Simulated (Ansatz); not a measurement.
This ScCdC₄N₄ structure is the end of a relaxation. The cell was found from a structure generator's guess, not taken from experiment.

Computed with DFT PBE, scalar-relativistic, plane waves, PAW in Ansatz. Cutoff 420 eV, Γ-centred mesh, Gaussian smearing, collinear spin.

```xyz
10
Lattice="6.3975 0.0000 0.0000 0.0000 6.3975 0.0000 0.0000 0.0000 6.3975" Properties=species:S:1:pos:R:3 pbc="T T T"
Sc    3.1988    3.1988    3.1988
Cd    0.0000    0.0000    0.0000
C     1.2852    1.2852    1.2852
C     1.2852    5.1123    5.1123
C     5.1123    1.2852    5.1123
C     5.1123    5.1123    1.2852
N     1.9624    1.9624    1.9624
N     1.9624    4.4352    4.4352
N     4.4352    1.9624    4.4352
N     4.4352    4.4352    1.9624
```

Energies over the elements count from the elements' standard structures at the same level (N₂ as a molecule), with no fitted energy shifts.

**Question.** What space group does it have?

**Answer.** P-43m (No. 215). Conventional cell: a = 6.398 Å. Sc is surrounded by 4 N at 2.14 Å; Cd has 4 C at 2.23 Å; C has 1 N at 1.17 Å and 1 Cd at 2.23 Å; around N lie 1 C at 1.17 Å and 1 Sc at 2.14 Å.

**Question.** How far does it lie from the elements in energy?

**Answer.** +0.14 eV/atom. It can't be a ground state, since the elements alone are lower.

**Question.** Is it a metal?

**Answer.** Yes, bands cross the Fermi level on the 6×6×6 mesh.

**Question.** Which magnetic moments does it keep?

**Answer.** 0.10 μB per atom net, the space between the atoms included; by site: Sc 0.4 μB.

**Question.** From what recipe could a structure generator have reached it?

**Answer.** One such recipe: two interpenetrating cyanide-bridged diamond nets (P-43m, No. 215). Other recipes can lead to the same cell.

The last run used collinear spin, a 6×6×6 mesh for its 10-atom cell and Gaussian smearing of 0.10 eV. The reference form of C is held partly by dispersion forces, which this level lacks. The magnetic state reached may not be the lowest. Symmetry constrained the relaxation, so the result can be a saddle point.
